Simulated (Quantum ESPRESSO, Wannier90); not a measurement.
**Mg₂Sn (Fm-3m), plane waves to Wannier functions**

```xyz
3
Lattice="0.0000 3.3802 3.3802 3.3802 0.0000 3.3802 3.3802 3.3802 0.0000" Properties=species:S:1:pos:R:3 pbc="T T T"
Mg     1.6901     1.6901     1.6901
Mg    -1.6901    -1.6901    -1.6901
Sn     0.0000     0.0000     0.0000
```

Materials Project entry mp-2343; symmetrised, unrelaxed at this level. COD (Crystallography Open Database) has the formula in 2 space groups, this one among them (matched by group alone). Method: PBEsol plane waves in Quantum ESPRESSO 7.5 (PseudoDojo norm-conserving files, 68 Ry, no spin polarisation, no spin-orbit coupling), Bloch states on a 8×8×8 mesh through Γ, Wannier90 4.0.1. Density: 12×12×12 mesh, Gaussian smearing 0.01 Ry. Spin-orbit coupling is left out although heavy elements are present.

Band 14 is isolated and gives one Wannier function a cell (Sn3 5s 72 %, Mg1 3s 12 %, Mg2 3s 12 %; spread 2.90 Å²). Its on-site energy is ε = -7.883 eV relative to the Fermi level, and its hoppings t(R) = t(−R) to the nearer images are (images within this range that aren't listed have |t| under 5 meV):

| R (lattice vectors; −R alike) | distance (Å) | t (eV) |
|---|---|---|
| 0 0 1 | 4.78 | -0.124 |
| 0 1 -1 | 4.78 | -0.124 |
| 0 1 0 | 4.78 | -0.124 |
| 1 -1 0 | 4.78 | -0.124 |
| 1 0 -1 | 4.78 | -0.124 |
| 1 0 0 | 4.78 | -0.124 |
| 1 -1 -1 | 6.76 | 0.007 |
| 1 -1 1 | 6.76 | 0.007 |
| 1 1 -1 | 6.76 | 0.007 |
| 0 1 -2 | 8.28 | 0.010 |
| 0 1 1 | 8.28 | 0.010 |
| 0 2 -1 | 8.28 | 0.010 |
| 1 -2 0 | 8.28 | 0.010 |
| 1 -2 1 | 8.28 | 0.010 |
| 1 0 -2 | 8.28 | 0.010 |
| 1 0 1 | 8.28 | 0.010 |
| 1 1 -2 | 8.28 | 0.010 |
| 1 1 0 | 8.28 | 0.010 |
| 2 -1 -1 | 8.28 | 0.010 |
| 2 -1 0 | 8.28 | 0.010 |
| 2 0 -1 | 8.28 | 0.010 |

Work out the band energy at Γ, X, U, K from these numbers.

For one orbital E(k) = ε + Σ_R 2 t(R) cos(2π k·R), the sum over the listed R.
- Γ, k = (0.000, 0.000, 0.000): E = -7.883 + (-0.124)·(12.00) + (0.007)·(6.00) + (0.010)·(24.00) = -9.09 eV; pw.x: -9.10 eV
- X, k = (0.500, 0.000, 0.500): E = -7.883 + (-0.124)·(-4.00) + (0.007)·(6.00) + (0.010)·(-8.00) = -7.42 eV; pw.x: -7.33 eV
- U, k = (0.625, 0.250, 0.625): E = -7.883 + (-0.124)·(-3.66) + (0.007)·(2.00) + (0.010)·(4.00) = -7.38 eV; pw.x: -7.36 eV
- K, k = (0.375, 0.375, 0.750): E = -7.883 + (-0.124)·(-3.66) + (0.007)·(2.00) + (0.010)·(4.00) = -7.38 eV; pw.x: -7.36 eV

At these points the listed shells miss the plane-wave band by up to 0.09 eV, of a width of 1.80 eV on the path. With all its hoppings the model misses the band by 1.0 meV at worst on the whole path, so most of the miss comes from the hoppings not listed.
